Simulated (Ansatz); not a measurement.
**GdN (rocksalt structure)**

Level of theory: DFT, r²SCAN, scalar-relativistic, collinear spin; plane waves to 500 eV with PAW datasets (Ansatz 0.2.0), 12×12×12 k-mesh, Gaussian smearing of 0.05 eV. The datasets are Ansatz's generated set soft_2.

```
Gd N
1.0
     0.00000    2.48655    2.48655
     2.48655    0.00000    2.48655
     2.48655    2.48655    0.00000
Gd N
1 1
Direct
  0.50000 0.50000 0.50000
  0.00000 0.00000 0.00000
```

The start was a prototype's sites filled with these elements; the Crystallography Open Database holds the compound in this structure.

Magnetic state: ferromagnetic, site spin moments Gd 6.93; N -0.14 μB.

The cell has space group Fm-3m (read at 0.01 Å). In it the stress is 0.05, 0.05, 0.05, 0.00, 0.00, 0.00 GPa and the largest force component 0.000 eV/Å. Each change below starts from this cell, without further relaxation. Stress is in GPa, positive in compression, in the order xx, yy, zz, yz, xz, xy; energies are counted from the cell above and are free energies with the smearing's entropy, which match forces and stress in a metal.

**Question.** What happens when atom 2 (N) is moved by 0.05 Å along y?

**Answer.** The energy changes by 1.3 meV per cell, and the force on it along the shift is -0.0461 eV/Å (−F/u = 0.92 eV/Å²). Stress: -0.01, 0.45, -0.01, 0.00, 0.00, 0.00.
| atom | Fx (eV/Å) | Fy | Fz |
| --- | --- | --- | --- |
| Gd1 | 0.000 | 0.046 | 0.000 |
| N2 | 0.000 | -0.046 | 0.000 |
In a harmonic crystal the energy would rise by −½F·u = ½ × 0.92 × 0.05² eV = 1.2 meV, close to the run's value; the rest is anharmonic or numerical.

**Question.** What stress follows from an engineering strain of -1 % in yy, atoms carried along?

**Answer.** 0.91, 3.35, 0.91, 0.00, 0.00, 0.00 GPa; the energy changes by 3.2 meV per cell.
The change of the stress over the strain gives a clamped-atom stiffness of about 329 GPa for this component, a secant value that lies under the elastic constant in tension and over it in compression, by several per cent for each per cent of strain.
In a harmonic crystal the energy would rise by V(½Cε² − σ₀ε), with σ₀ the stress of the unstrained cell, = 3.3 meV, which matches.

**Question.** All atoms and the cell are disturbed at random:
```xyz
2
Lattice="-0.0355 2.4919 2.5297 2.4549 -0.0046 2.4989 2.5028 2.5090 -0.0526" Properties=species:S:1:pos:R:3 pbc="T T T"
Gd    2.4606    2.5814    2.4544
N     0.0005   -0.0832    0.0336
```
Give the energy change, the stress and the forces.

**Answer.** 51.2 meV per cell; stress -4.04, -0.23, -6.39, 1.00, 3.66, -0.57 GPa. The gap on the mesh goes from zero (metallic) to 0.16 eV. Spin moments: Gd 6.88; N -0.13 μB.
```
atom  Fx (eV/Å)      Fy      Fz
 Gd1     -0.001  -0.345   0.007
  N2      0.001   0.345  -0.007
```

Exchange splits the half-filled 4f shell away from the Fermi level; the metal comes from a small overlap of other bands, which can be the functional's gap error. Spin–orbit coupling, which matters for such heavy elements, is left out. The run wasn't fully tested for a lower electronic state. Site moments are of spin, integrated over atomic spheres.
